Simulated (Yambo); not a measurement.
Yambo input for RbBr (CsCl type, space group Pm-3m, No. 221) under isotropic strain of -1.5 % on all lattice vectors (a = b = c = 4.011 Å, α = β = γ = 90.00°), on PBEsol (Quantum ESPRESSO, PseudoDojo norm-conserving, 46 Ry, no spin-orbit coupling) wavefunctions on a 10×10×10 mesh:

```
optics
chi
dipoles
kernel
FFTGvecs= 40 Ry
Chimod= "HARTREE"
NGsBlkXd= 4 Ry
% QpntsRXd
 1 | 1 |
%
% BndsRnXd
 1 | 48 |
%
GrFnTpXd= "R"
% EnRngeXd
 0.0 | 20.0 | eV
%
% DmRngeXd
 0.2 | 0.2 | eV
%
CGrdSpXd= 50
ETStpsXd= 161
% LongDrXd
 1.0 | 0.0 | 0.0 |
%
```

First lines of the file o-*.eps_q1_inv_rpa_dyson:

```
Absorption @ Q(1):   1.00000000     0.00000000     0.00000000    [q->0 direction]
#
# [ X ] Hartree size     :   81
# [GEN] GF Energies     : Perdew, Burke & Ernzerhof SOL(X)+Perdew, Burke & Ernzerhof SOL(C)
# [GEN] Green`s Function     : Retarded
#
# [GEN] Gauge     : Length
# [GEN] [r,Vnl] included     : yes
#
#    E[1] [eV]     Im(eps)     Re(eps)     Im(eps_o)     Re(eps_o)
#
     0.000000     0.86023E-10     2.864295     0.32965E-18     3.400685
     0.125000     0.001253     2.864685     0.001707     3.401217
     0.250000     0.002510     2.865857     0.003420     3.402813
     0.375000     0.003777     2.867815     0.005146     3.405480
     0.500000     0.005058     2.870566     0.006892     3.409229
     0.625000     0.006359     2.874121     0.008665     3.414073
     0.750000     0.007685     2.878493     0.010471     3.420031
     0.875000     0.009041     2.883700     0.012319     3.427126
     1.000000     0.010433     2.889763     0.014217     3.435387
     1.125000     0.011869     2.896705     0.016173     3.444847
     1.250000     0.013355     2.904556     0.018197     3.455545
     1.375000     0.014899     2.913349     0.020300     3.467525
     1.500000     0.016509     2.923122     0.022493     3.480842
     1.625000     0.018196     2.933919     0.024790     3.495553
     1.750000     0.019970     2.945791     0.027205     3.511727
     1.875000     0.021844     2.958795     0.029755     3.529443
     2.000000     0.023833     2.972997     0.032459     3.548788
     2.125000     0.025954     2.988473     0.035340     3.569865
     2.250000     0.028226     3.005309     0.038424     3.592788
     2.375000     0.030673     3.023604     0.041741     3.617692
     2.500000     0.033324     3.043474     0.045329     3.644731
     2.625000     0.036213     3.065052     0.049232     3.674080
     2.750000     0.039383     3.088496     0.053504     3.705949
     2.875000     0.042889     3.113989     0.058214     3.740579
     3.000000     0.046798     3.141753     0.063449     3.778259
     3.125000     0.051202     3.172053     0.069321     3.819334
     3.250000     0.056223     3.205212     0.075979     3.864219
     3.375000     0.062032     3.241634     0.083630     3.913430
     3.500000     0.068875     3.281825     0.092569     3.967607
     3.625000     0.077131     3.326442     0.103240     4.027572
     3.750000     0.087417     3.376344     0.116358     4.094387
     3.875000     0.100824     3.432662     0.133168     4.169439
     4.000000     0.119475     3.496764     0.156061     4.254410
```
(The file goes on to the top of the energy range.) Convergence of the RPA response with its 10×10×10 mesh was not tested.

Geometry strained from the cell relaxed with PBEsol, atoms relaxed again.

This is not the ordinary phase of the substance; no match was found in the copy of COD used, and its stability was not checked.
